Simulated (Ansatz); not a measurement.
Input:

Ge:
```
Ge
1.0
    4.00425     0.00000     0.00000
   -2.00212     3.46778     0.00000
    0.00000     0.00000    13.14525
Ge
8
Direct
  0.00000   0.00000   0.40682
  0.00000   0.00000   0.59318
  0.00000   0.00000   0.90682
  0.00000   0.00000   0.09318
  0.33333   0.66667   0.34413
  0.66667   0.33333   0.65587
  0.66667   0.33333   0.84413
  0.33333   0.66667   0.15587
```

This is the PBEsol-relaxed structure.

Problem. All from DFT-PBEsol in the program Ansatz with PAW potentials, unless another level is named. Give the highest zone-centre frequency.

Solution. 8.56 THz.

Problem. Next, the Young's modulus?

Solution. 115 GPa.

Space group P6_3/mmc. The workflow started from a Materials Project entry (that database holds measured and hypothetical structures alike); the Crystallography Open Database copy checked does not list it. It is not the phase usual at ambient conditions (space group No. 227). Symmetry was held in the PBEsol relaxation; of distortions, only those at the zone centre were tested. As this level gives no gap, phonon frequencies hold no LO–TO term and depend on the k-mesh and smearing (Fermi–Dirac, 0.1 eV here).

Potentials: the later of the program's two PAW sets.
